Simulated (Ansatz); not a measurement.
**Is this Li₂Cu structure a true minimum?**

It was reached by relaxing an invented guess, and it needn't be the stable form of this composition.

The calculation used DFT PBE, scalar-relativistic, plane waves, PAW in Ansatz 0.2.0. Plane waves to 420 eV, a k mesh through Γ of 18×18×8 on the computed 3-atom cell and Gaussian smearing (0.10 eV); no spin polarisation.

The cell below (3 atoms, space group P-3m1 (No. 164)) is relaxed within its symmetry.

```cif
data_structure
_symmetry_space_group_name_H-M 'P 1'
_symmetry_Int_Tables_number 1
_cell_length_a 2.7044
_cell_length_b 2.7044
_cell_length_c 6.8107
_cell_angle_alpha 90.000
_cell_angle_beta 90.000
_cell_angle_gamma 120.000
_cell_volume 43.14
loop_
_atom_site_label
_atom_site_type_symbol
_atom_site_fract_x
_atom_site_fract_y
_atom_site_fract_z
_atom_site_occupancy
Li1 Li 0.66667 0.33333 0.68952 1
Li2 Li 0.33333 0.66667 0.31048 1
Cu1 Cu 0.00000 0.00000 0.00000 1
```

For the test a repeat of it with 6 atoms (edges 2.70, 2.70, 13.62 Å) was strained at random (σ = 1.5 % a component), the atoms were moved at random (σ = 0.05 Å), and all was relaxed again on a coarse 12×12×2 mesh (in the run’s order of axes) with 0.20 eV smearing, with no symmetry imposed.

**Question.** What happens?

**Answer.** It returns, within 1 meV/atom of the unmoved cell on that mesh and with the same symmetry when read at 0.1 Å (P1 at 0.01 Å, so small strains and shifts remain). No instability shows in this cell; modes of other wave vectors, which need another repeat, aren't tested.
